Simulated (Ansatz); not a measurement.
Cu Kα1 powder pattern (kinematic, no thermal factors).
```csv
2θ (°),relative intensity,assignment
20.65,63,1 1 0
29.37,100,2 0 0
36.17,28,2 1 1
42.01,87,2 2 0
47.26,12,3 1 0
52.09,24,2 2 2
56.62,13,3 2 1
60.92,12,4 0 0
65.06,6,4 1 1
69.06,29,4 2 0
72.95,3,3 3 2
76.77,23,4 2 2
80.52,6,5 1 0
87.93,3,5 2 1
```

The pattern is computed from a structure relaxed with Ansatz 0.2.0, DFT PBE, scalar-relativistic, plane waves, PAW. No spin polarisation. Its elements are Ca, H.

Give the structure.

Ca₃H₄.
Space group Im-3m (No. 229). a = 6.078 Å, b = 6.078 Å, c = 6.078 Å, α = 90.00°, β = 90.00°, γ = 90.00°
| atom | site | symmetry | x | y | z |
| --- | --- | --- | --- | --- | --- |
| Ca | 6b | 4/mm.m | 0.5000 | 0.0000 | 0.0000 |
| H | 8c | .-3m | 0.2500 | 0.2500 | 0.2500 |

A pattern alone doesn't exclude other cells with like lines; this is the one computed.

It was reached by relaxing an invented guess, and it needn't be the stable form of this composition.
